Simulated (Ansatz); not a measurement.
Ni7Ge4 in space group Imm2 (No. 44; Pearson symbol oI22) under volume change, the program Ansatz at the LDA level (PAW), shape and atoms relaxed at each volume.

```json
[
 {"V (Å³/atom)": "10.879", "E − E(relaxed) (meV/atom)": "(withheld)", "P (GPa)": "(withheld)"},
 {"V (Å³/atom)": "11.226", "E − E(relaxed) (meV/atom)": "6.9", "P (GPa)": "6.58"},
 {"V (Å³/atom)": "11.573", "E − E(relaxed) (meV/atom)": "0.0", "P (GPa)": "0.00"},
 {"V (Å³/atom)": "11.921", "E − E(relaxed) (meV/atom)": "6.1", "P (GPa)": "-5.45"},
 {"V (Å³/atom)": "12.268", "E − E(relaxed) (meV/atom)": "(withheld)", "P (GPa)": "(withheld)"}
]
```

What belongs in the gaps?


- 10.879, E − E(relaxed) (meV/atom): 29.5
- 10.879, P (GPa): 14.48
- 12.268, E − E(relaxed) (meV/atom): 22.9
- 12.268, P (GPa): -9.87

What does a third-order Birch–Murnaghan fit give for V₀, B₀ and B′?

V₀ = 11.57 Å³/atom, B₀ = 198 GPa, B′ = 5.4.

The first step of the workflow began from a Materials Project structure, measured or hypothetical; the Crystallography Open Database copy checked does not list it. Its standing as an ambient phase is unchecked. The LDA relaxation kept the symmetry of its start; whether a distortion lowers the energy is not shown. No spin polarisation was allowed. Spin–orbit coupling is left out wherever it is not named.

Potentials: the later of the program's two PAW sets.
